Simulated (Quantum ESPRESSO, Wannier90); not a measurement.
## PbSe (rock salt), plane waves to Wannier functions

```
PbSe
1.0
    0.00000     3.09083     3.09083
    3.09083     0.00000     3.09083
    3.09083     3.09083     0.00000
Pb Se
1 1
Direct
  0.00000   0.00000   0.00000
  0.50000   0.50000   0.50000
```

Cell from Materials Project (mp-2201), symmetrised, no further relaxation. COD (Crystallography Open Database) has an entry of this formula and space group (matched by these alone). Level: PBE, no spin polarisation, no spin-orbit coupling; pw.x of Quantum ESPRESSO at 69 Ry with PseudoDojo potentials, 4×4×4 k-points, Wannier90. Density: 10×10×10 mesh, Gaussian smearing 0.01 Ry. Spin-orbit coupling is left out although heavy elements are present.

The lattice is scaled uniformly with fixed fractional positions, and at each scale an atom-like model (Pb sp, Se sp; disentangled, num_iter = 0) is made. Listed is the largest hopping of each kind of orbital pair shown, with the distance of the two functions' centres at scale 1; the mesh was not varied.

| scale | modulus of t, Se2 pz–Pb1 pz at 3.09 Å (eV) | modulus of t, Se2 pz–Pb1 s at 3.09 Å (eV) | modulus of t, Se2 s–Pb1 s at 3.09 Å (eV) |
|---|---|---|---|
| 0.960 | 2.167 | 1.299 | 0.559 |
| 0.980 | 2.022 | 1.191 | 0.502 |
| 1.000 | 1.886 | 1.091 | 0.450 |
| 1.020 | 1.759 | 0.999 | 0.402 |
| 1.040 | 1.641 | 0.915 | 0.360 |

Task: With |t| ∝ d^(−η), find η for each hopping from the ends of the series.

Result: 
- Se2 pz–Pb1 pz at 3.09 Å: η = −ln(1.641/2.167)/ln(1.040/0.960) = 3.5
- Se2 pz–Pb1 s at 3.09 Å: η = −ln(0.915/1.299)/ln(1.040/0.960) = 4.4
- Se2 s–Pb1 s at 3.09 Å: η = −ln(0.360/0.559)/ln(1.040/0.960) = 5.5
Harrison's rules would take η = 2.0, 2.0, 2.0 for these pairs; they describe atomic orbitals, while these are orthogonalised and change shape with the volume.
